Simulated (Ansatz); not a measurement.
Total density of states per atom from plane-wave PAW PBE (Ansatz code), in 0.25 eV bins, energy from the Fermi level:

```
E (eV) | states/eV/atom
    -7.85 | ######## 0.19
    -7.60 | ######### 0.20
    -7.35 | ########## 0.22
    -7.10 | ########## 0.23
    -6.85 | ########### 0.24
    -6.60 | ########### 0.25
    -6.35 | ############ 0.27
    -6.10 | ############ 0.28
    -5.85 | ############# 0.29
    -5.60 | ############## 0.31
    -5.35 | ############### 0.34
    -5.10 | ################ 0.36
    -4.85 | ############### 0.34
    -4.60 | ############## 0.32
    -4.35 | ############## 0.31
    -4.10 | ############# 0.29
    -3.85 | ############## 0.31
    -3.60 | ############### 0.34
    -3.35 | ################ 0.36
    -3.10 | ################ 0.37
    -2.85 | ################# 0.38
    -2.60 | ################# 0.39
    -2.35 | ################## 0.40
    -2.10 | ################## 0.41
    -1.85 | ################### 0.43
    -1.60 | ################### 0.44
    -1.35 | #################### 0.45
    -1.10 | ##################### 0.47
    -0.85 | ###################### 0.49
    -0.60 | ######################### 0.56
    -0.35 | ######################### 0.56
    -0.10 | ####################### 0.52
     0.15 | ###################### 0.50
     0.40 | ##################### 0.48
     0.65 | #################### 0.46
     0.90 | ##################### 0.46
     1.15 | #################### 0.45
     1.40 | #################### 0.46
     1.65 | #################### 0.46
     1.90 | #################### 0.46
     2.15 | ################### 0.44
     2.40 | ##################### 0.48
     2.65 | ########################## 0.59
     2.90 | ############################## 0.68
     3.15 | ########################## 0.58
     3.40 | ######################## 0.54
     3.65 | ####################### 0.53
     3.90 | ####################### 0.51
     4.15 | ###################### 0.49
     4.40 | ##################### 0.48
     4.65 | ###################### 0.49
```

### Question
Pick the material that matches.
A) Al, simple cubic
B) AlP, P6_422 (Al on 3c, P on 3d)
C) AlIr, Cmcm (Al on 4c, Ir on 4c)
D) AlN, Pm-3n (Al on 6d, N on 6c)

### Answer
A, Al, simple cubic. Within 0.5 eV of the Fermi level: Al 3p 83 %, Al 3s 14 %. Projections are on Löwdin-orthogonalised atomic valence shells; empty p or d shells of many metals are not among them.

Space group Pm-3m (simple cubic). The start of the workflow was typed in or built on a structure type; neither database checked (COD, Materials Project) lists it. It is not the phase usual at ambient conditions (space group No. 225). Symmetry was held in the PBE relaxation; whether a distortion lowers the energy is not shown.

Potentials: the earlier of the program's two PAW sets.
